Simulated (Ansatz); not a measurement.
A distorted cell of Sc (hcp, Mg type):

```xyz
2
Lattice="3.2615 0.0000 0.0000 -1.6308 2.8246 0.0000 0.0000 0.0000 5.0859" Properties=species:S:1:pos:R:3 pbc="T T T"
Sc     0.0000     1.8830     3.8145
Sc     1.6308     0.9415     1.2715
```

Method: r2SCAN (plane waves to 500 eV, PAW, scalar-relativistic; Ansatz, a program for electronic structure). k mesh 16×16×9 (Γ-centred), Fermi-Dirac smearing 0.05 eV. The energy includes the smearing's −TS. Compression counts positive. Sc is run without spin polarisation. Sc was relaxed with its symmetry unable to fall.

Task: Give the stress tensor in GPa and the pressure.

Result: 
```
    3.9      0.0      0.0
    0.0      3.9      0.0
    0.0      0.0      3.5
```
The pressure, a third of the trace, is 3.8 GPa.

Task: It is the relaxed cell scaled evenly to V/V₀ = 0.940, atoms relaxed where free. What is its energy relative to the relaxed cell?

Result: 17 meV/atom.

(Under strain, the slope of the energy per volume gives the stress and its curvature an elastic modulus.)
